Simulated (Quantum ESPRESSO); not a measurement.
# Al3GeNO5: one run as intended and one with a planted mistake

Simulated, not a measurement. The program is pw.x of Quantum ESPRESSO 7.5 (plane-wave density functional theory). The cell is made up: 10 atoms on a corundum lattice, with randomly drawn elements, strain and displacements, not relaxed. PseudoDojo standard norm-conserving files (v0.5 for PBE, v0.4.1 for LDA and PBEsol) set the functional; there is no spin polarisation, spin-orbit coupling or dispersion term, and the masses in the input are unused placeholders.

Intended input:

```
&control calculation='scf', pseudo_dir='./dojo.nc.sr.pbe.v0_5.standard.upf', outdir='./o', disk_io='medium', tprnfor=.true., tstress=.true. /
&system ibrav=0, nat=10, ntyp=4, nbnd=35, ecutwfc=84.00895049, nosym=.true., tot_charge=0,
 occupations='smearing', smearing='fd', degauss=0.0018374661
/
&electrons conv_thr=7.350e-09, electron_maxstep=60, /
ATOMIC_SPECIES
Al 1.0 Al.upf
Ge 1.0 Ge.upf
N 1.0 N.upf
O 1.0 O.upf
CELL_PARAMETERS angstrom
2.4172 1.3956 4.3955
-2.4172 1.3956 4.3955
0.0 -2.7911 4.3955
ATOMIC_POSITIONS angstrom
Al 0.041 -0.0072 4.6364
Al 0.0825 0.0057 1.9232
Ge -0.0044 -0.049 8.5851
Al -0.0639 0.0047 11.2098
N -0.9134 1.3764 7.684
O -0.8064 -1.4333 7.6365
O 1.7067 0.082 7.6866
O 0.9725 -1.4439 5.4432
O 0.7213 1.5106 5.5469
O -1.6572 -0.0547 5.4667
K_POINTS automatic
6 6 6 1 1 1
```

The log is shortened where brackets say so; the opening notice, blank lines, dates and the lines on written files are dropped, and the path of the files is cut. It prints rydbergs, bohrs and kilobars, and counts compression as positive stress. Where no state is partly filled, the Fermi energy that it prints is only some level between the filled and the empty states on the mesh, and need not lie in the true gap.

Log of the intended run:

```
     Program PWSCF v.7.5
     Parallel version (MPI & OpenMP), running on       1 processor cores
     Number of MPI processes:                 1
     Threads/MPI process:                     1
     [start-up lines left out]
     bravais-lattice index     =            0
     lattice parameter (alat)  =       9.8395  a.u.
     unit-cell volume          =     600.3705 (a.u.)^3
     number of atoms/cell      =           10
     number of atomic types    =            4
     number of electrons       =        58.00
     number of Kohn-Sham states=           35
     kinetic-energy cutoff     =      84.0090  Ry
     charge density cutoff     =     336.0358  Ry
     scf convergence threshold =      7.3E-09
     mixing beta               =       0.7000
     number of iterations used =            8  plain     mixing
     Exchange-correlation= PBE
                           (   1   4   3   4   0   0   0)
     [axes and pseudopotential details left out]
   Cartesian axes
     site n.     atom                  positions (alat units)
         1        Al     tau(   1) = (   0.0078743  -0.0013828   0.8904475  )
         2        Al     tau(   2) = (   0.0158446   0.0010947   0.3693617  )
         3        Ge     tau(   3) = (  -0.0008450  -0.0094107   1.6488183  )
         4        Al     tau(   4) = (  -0.0122724   0.0009027   2.1529071  )
         5        N      tau(   5) = (  -0.1754238   0.2643456   1.4757568  )
         6        O      tau(   6) = (  -0.1548738  -0.2752736   1.4666341  )
         7        O      tau(   7) = (   0.3277816   0.0157486   1.4762561  )
         8        O      tau(   8) = (   0.1867743  -0.2773094   1.0453981  )
         9        O      tau(   9) = (   0.1385298   0.2901195   1.0653143  )
        10        O      tau(  10) = (  -0.3182749  -0.0105055   1.0499114  )
     number of k points=   108  Fermi-Dirac smearing, width (Ry)=  0.0018
     Number of k-points >= 100: set verbosity='high' to print them.
     Dense  grid:    62509 G-vectors     FFT dimensions: (  60,  60,  60)
     Estimated max dynamical RAM per process >      90.85 MB
     Initial potential from superposition of free atoms
     starting charge      57.9918, renormalised to      58.0000
     Starting wfcs are   45 randomized atomic wfcs
     total cpu time spent up to now is       19.7 secs
     per-process dynamical memory:    60.0 Mb
     Self-consistent Calculation
     iteration #  1     ecut=    84.01 Ry     beta= 0.70
     Davidson diagonalization with overlap
     ethr =  1.00E-02,  avg # of iterations =  3.3
     total cpu time spent up to now is       87.0 secs
     total energy              =    -378.49086680 Ry
     estimated scf accuracy    <       2.26858678 Ry
     iteration #  2     ecut=    84.01 Ry     beta= 0.70
     Davidson diagonalization with overlap
     ethr =  3.91E-03,  avg # of iterations =  2.3
     total cpu time spent up to now is      144.8 secs
     total energy              =    -379.17122155 Ry
     estimated scf accuracy    <       1.54675799 Ry
     [iterations 3 to 9 left out]
     iteration # 10     ecut=    84.01 Ry     beta= 0.70
     Davidson diagonalization with overlap
     ethr =  4.28E-10,  avg # of iterations =  2.0
     total cpu time spent up to now is      581.9 secs
     total energy              =    -379.45658892 Ry
     estimated scf accuracy    <       0.00000008 Ry
     iteration # 11     ecut=    84.01 Ry     beta= 0.70
     Davidson diagonalization with overlap
     ethr =  1.40E-10,  avg # of iterations =  2.0
     total cpu time spent up to now is      620.6 secs
     End of self-consistent calculation
     Number of k-points >= 100: set verbosity='high' to print the bands.
     the Fermi energy is    11.2954 ev
!    total energy              =    -379.45658894 Ry
     estimated scf accuracy    <          1.5E-09 Ry
     smearing contrib. (-TS)   =       0.00000000 Ry
     internal energy E=F+TS    =    -379.45658894 Ry
     The total energy is F=E-TS. E is the sum of the following terms:
     one-electron contribution =    -127.45343775 Ry
     hartree contribution      =     108.03544949 Ry
     xc contribution           =     -99.38039090 Ry
     ewald contribution        =    -260.65820978 Ry
     convergence has been achieved in  11 iterations
     Forces acting on atoms (cartesian axes, Ry/au):
     atom    1 type  1   force =     0.01171247   -0.00215832   -0.04313614
     atom    2 type  1   force =    -0.01837851   -0.00971924    0.05247509
     atom    3 type  2   force =    -0.00808509    0.08598263   -0.13297836
     atom    4 type  1   force =     0.03346897   -0.02156731    0.05834511
     atom    5 type  3   force =    -0.03197902    0.00296252    0.03335616
     atom    6 type  4   force =     0.04521212   -0.05328931    0.01100459
     atom    7 type  4   force =    -0.03105475    0.01514342    0.01655010
     atom    8 type  4   force =    -0.03515825    0.03063144    0.03686639
     atom    9 type  4   force =     0.02043268    0.00754222   -0.02419937
     atom   10 type  4   force =     0.01382938   -0.05552805   -0.00828357
     Total force =     0.227756     Total SCF correction =     0.000082
     Computing stress (Cartesian axis) and pressure
          total   stress  (Ry/bohr**3)                   (kbar)     P=       61.56
   0.00024908   0.00021201  -0.00014522           36.64       31.19      -21.36
   0.00021201   0.00053765   0.00015600           31.19       79.09       22.95
  -0.00014522   0.00015600   0.00046861          -21.36       22.95       68.93
     init_run     :     17.81s CPU     19.51s WALL (       1 calls)
     electrons    :    583.90s CPU    600.91s WALL (       1 calls)
     forces       :      6.86s CPU      6.95s WALL (       1 calls)
     stress       :     30.06s CPU     30.15s WALL (       1 calls)
     [timing details left out]
     PWSCF        :  10m38.99s CPU  10m59.64s WALL
     JOB DONE.
```

A second run has one planted mistake: the smearing is too wide. The input lines that differ, file-writing options aside:

```
- &system ibrav=0, nat=10, ntyp=4, nbnd=35, ecutwfc=84.00895049, nosym=.true., tot_charge=0,
+ &system ibrav=0, nat=10, ntyp=4, nbnd=53, ecutwfc=84.00895049, nosym=.true., tot_charge=0,
-  occupations='smearing', smearing='fd', degauss=0.0018374661
+  occupations='smearing', smearing='fd', degauss=0.0617388613
```

Its log:

```
     Program PWSCF v.7.5
     Parallel version (MPI & OpenMP), running on       1 processor cores
     Number of MPI processes:                 1
     Threads/MPI process:                     1
     [start-up lines left out]
     bravais-lattice index     =            0
     lattice parameter (alat)  =       9.8395  a.u.
     unit-cell volume          =     600.3705 (a.u.)^3
     number of atoms/cell      =           10
     number of atomic types    =            4
     number of electrons       =        58.00
     number of Kohn-Sham states=           53
     kinetic-energy cutoff     =      84.0090  Ry
     charge density cutoff     =     336.0358  Ry
     scf convergence threshold =      7.3E-09
     mixing beta               =       0.7000
     number of iterations used =            8  plain     mixing
     Exchange-correlation= PBE
                           (   1   4   3   4   0   0   0)
     [axes and pseudopotential details left out]
   Cartesian axes
     site n.     atom                  positions (alat units)
         1        Al     tau(   1) = (   0.0078743  -0.0013828   0.8904475  )
         2        Al     tau(   2) = (   0.0158446   0.0010947   0.3693617  )
         3        Ge     tau(   3) = (  -0.0008450  -0.0094107   1.6488183  )
         4        Al     tau(   4) = (  -0.0122724   0.0009027   2.1529071  )
         5        N      tau(   5) = (  -0.1754238   0.2643456   1.4757568  )
         6        O      tau(   6) = (  -0.1548738  -0.2752736   1.4666341  )
         7        O      tau(   7) = (   0.3277816   0.0157486   1.4762561  )
         8        O      tau(   8) = (   0.1867743  -0.2773094   1.0453981  )
         9        O      tau(   9) = (   0.1385298   0.2901195   1.0653143  )
        10        O      tau(  10) = (  -0.3182749  -0.0105055   1.0499114  )
     number of k points=   108  Fermi-Dirac smearing, width (Ry)=  0.0617
     Number of k-points >= 100: set verbosity='high' to print them.
     Dense  grid:    62509 G-vectors     FFT dimensions: (  60,  60,  60)
     Estimated max dynamical RAM per process >     101.91 MB
     Initial potential from superposition of free atoms
     starting charge      57.9918, renormalised to      58.0000
     Starting wfcs are   45 randomized atomic wfcs +    8 random wfcs
     total cpu time spent up to now is       26.2 secs
     per-process dynamical memory:    79.2 Mb
     Self-consistent Calculation
     iteration #  1     ecut=    84.01 Ry     beta= 0.70
     Davidson diagonalization with overlap
     ethr =  1.00E-02,  avg # of iterations =  6.7
     total cpu time spent up to now is      166.4 secs
     total energy              =    -378.57175830 Ry
     estimated scf accuracy    <       2.17827887 Ry
     iteration #  2     ecut=    84.01 Ry     beta= 0.70
     Davidson diagonalization with overlap
     ethr =  3.76E-03,  avg # of iterations =  2.0
     total cpu time spent up to now is      267.6 secs
     total energy              =    -379.11623868 Ry
     estimated scf accuracy    <       1.72536827 Ry
     [iterations 3 to 9 left out]
     iteration # 10     ecut=    84.01 Ry     beta= 0.70
     Davidson diagonalization with overlap
     ethr =  4.68E-10,  avg # of iterations =  1.7
     total cpu time spent up to now is      988.1 secs
     total energy              =    -379.48167514 Ry
     estimated scf accuracy    <       0.00000004 Ry
     iteration # 11     ecut=    84.01 Ry     beta= 0.70
     Davidson diagonalization with overlap
     ethr =  6.66E-11,  avg # of iterations =  2.0
     total cpu time spent up to now is     1075.0 secs
     End of self-consistent calculation
     Number of k-points >= 100: set verbosity='high' to print the bands.
     the Fermi energy is    12.3467 ev
!    total energy              =    -379.48167514 Ry
     estimated scf accuracy    <          1.4E-09 Ry
     smearing contrib. (-TS)   =      -0.09856666 Ry
     internal energy E=F+TS    =    -379.38310849 Ry
     The total energy is F=E-TS. E is the sum of the following terms:
     one-electron contribution =    -127.54510581 Ry
     hartree contribution      =     108.19903231 Ry
     xc contribution           =     -99.37882521 Ry
     ewald contribution        =    -260.65820978 Ry
     convergence has been achieved in  11 iterations
     Forces acting on atoms (cartesian axes, Ry/au):
     atom    1 type  1   force =     0.00536777   -0.00199787   -0.03518709
     atom    2 type  1   force =    -0.02625357   -0.00811135    0.04554516
     atom    3 type  2   force =    -0.00377078    0.07747537   -0.12665430
     atom    4 type  1   force =     0.03626147   -0.01602873    0.04907306
     atom    5 type  3   force =    -0.03386438    0.01038329    0.02716497
     atom    6 type  4   force =     0.03448061   -0.06133704    0.00198174
     atom    7 type  4   force =    -0.01309771    0.01805858    0.00624598
     atom    8 type  4   force =    -0.04420929    0.03183176    0.04188953
     atom    9 type  4   force =     0.02775116   -0.00981707   -0.00982295
     atom   10 type  4   force =     0.01733471   -0.04045694   -0.00023610
     Total force =     0.212710     Total SCF correction =     0.000113
     Computing stress (Cartesian axis) and pressure
          total   stress  (Ry/bohr**3)                   (kbar)     P=       96.47
   0.00051023   0.00019550  -0.00013120           75.06       28.76      -19.30
   0.00019550   0.00073526   0.00009879           28.76      108.16       14.53
  -0.00013120   0.00009879   0.00072192          -19.30       14.53      106.20
     init_run     :     25.47s CPU     26.11s WALL (       1 calls)
     electrons    :   1008.57s CPU   1048.84s WALL (       1 calls)
     forces       :     15.17s CPU     15.35s WALL (       1 calls)
     stress       :     57.43s CPU     57.66s WALL (       1 calls)
     [timing details left out]
     PWSCF        :  18m27.20s CPU  19m10.36s WALL
     JOB DONE.
```

```
                                            intended run  run with the mistake
                          free energy (eV)     -5162.770             -5163.111
                    smearing term -TS (eV)        0.0000               -1.3411
                            pressure (GPa)          6.16                  9.65
            largest force component (eV/Å)         3.419                 3.256
largest change of a force component (eV/Å)                               0.462
                                iterations            11                    11
```

For scale, a rerun of the intended cell at a cutoff of 1437 eV and k mesh 8 x 8 x 8 moved values by no more than 0.003 eV in energy, 0.02 GPa in stress and 0.002 eV/Å in force. The number of bands, nbnd, was set by rule from the electron count and the smearing, so it follows the mistake.